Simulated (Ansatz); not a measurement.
# Ca: strain energy, fitted

Ca, Fm-3m, a = 5.453 Å. Ansatz: PBEsol, PAW, 420 eV, Γ-centred 12×12×8 mesh on 2 atoms, Gaussian smearing 0.10 eV; no spin polarisation. Series: biaxial strain in the a-b plane, c and atoms relaxed; x is the strain in per cent. The axes a, b, c are those of the computed cell (3.856, 3.858, 5.448 Å), along [1 -1 0], [1 1 0], [0 0 1] of the cell named above. y is the free energy over the unstrained cell, V0 = 40.526 Å³/atom.

```tsv
x (%)	y (meV/atom)
-4.5	?
-3.0	5.16
-1.5	1.41
0.0	0.00
1.5	0.50
3.0	2.29
4.5	4.83
```

Problem. Fit y = c2 x² + c3 x³ to the other rows, turn c2 into a modulus, and predict the missing energy.

Solution. Least squares on the rows shown. y = 0.4327 x² − 0.04486 x³. In eV per unit strain² c2 is 4.327; M is the biaxial modulus (E = M V0 ε²): 4.327 × 160.2 / (40.526) = 17.1 GPa. The unstrained cell keeps some stress along the strain, worth a slope of -0.17 meV/atom per %, which the form leaves out. With a term in x⁴ added, the coefficient of x² becomes 0.3694, 15 % less, which shows how far this figure hangs on the form. At x = -4.5 the fit asked for gives 12.85 meV/atom. The run gave 11.72 meV/atom, so the fit is 1.13 meV/atom too high, 9.6 % of the span of the series, against an rms of 0.27 meV/atom on the fitted rows. The row lies outside the fitted range. With a term in x⁴ added, a fit to the same known rows predicts 14.59 meV/atom, further off still.